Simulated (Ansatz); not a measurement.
Structure relaxation, SiAs

The relaxed structure here is a generated cell of SiAs: the first start was made by a random draw of sites in a space group, and the end was not matched to a known phase here, so it may be hypothetical.

The start is a randomly generated symmetric cell of SiAs (space group No. 166). The structure is fully relaxed (lattice and positions, P = 0) with PBEsol (plane waves to 420 eV, PAW, scalar-relativistic; Ansatz, a first-principles code). The first steps use a coarse 6×6×6 k-mesh.

The start:
```
CELL_PARAMETERS angstrom
      3.24260     1.87212     1.58208
     -3.24260     1.87212     1.58208
      0.00000    -3.74424     1.58208
ATOMIC_POSITIONS crystal
  As 0.50000 0.50000 0.50000
  Si 0.00000 0.00000 0.00000
```

Task: How large is the pressure on the unrelaxed cell, and of which sign?

Result: -7 GPa (negative: the cell is under tension).

Task: What symmetry does the relaxed structure have?

Result: The space group goes from R-3m (No. 166) to Pm-3m (No. 221); the end is CsCl type, with 2 atoms in the primitive cell.

Task: How do the shortest distances between atoms change?

Result: The closest pairs of elements (up to four, under 3.6 Å), start → end: As–Si 2.37 → 2.77 Å; As–As 4.06 → 3.20 Å; Si–Si 4.06 → 3.20 Å.

Task: What band gap does the relaxed structure have at this level?

Result: Zero (metallic).

Task: Give the final cell and atomic positions.

Result: 
Space group Pm-3m (No. 221); a = b = c = 3.200 Å, α = β = γ = 90.00°

| atom | site | symmetry | x | y | z |
|---|---|---|---|---|---|
| As | 1b | m-3m | 0.5000 | 0.5000 | 0.5000 |
| Si | 1a | m-3m | 0.0000 | 0.0000 | 0.0000 |

Final values are on a 15×15×15 k-mesh of the relaxed cell. No spin polarisation in the result. The relaxed primitive cell holds an odd number of electrons. A magnetic state may lie lower.

The run could not lose the symmetry of its start, so the end can be a saddle point.

All atoms sit on sites fixed by symmetry, so only the cell could relax.
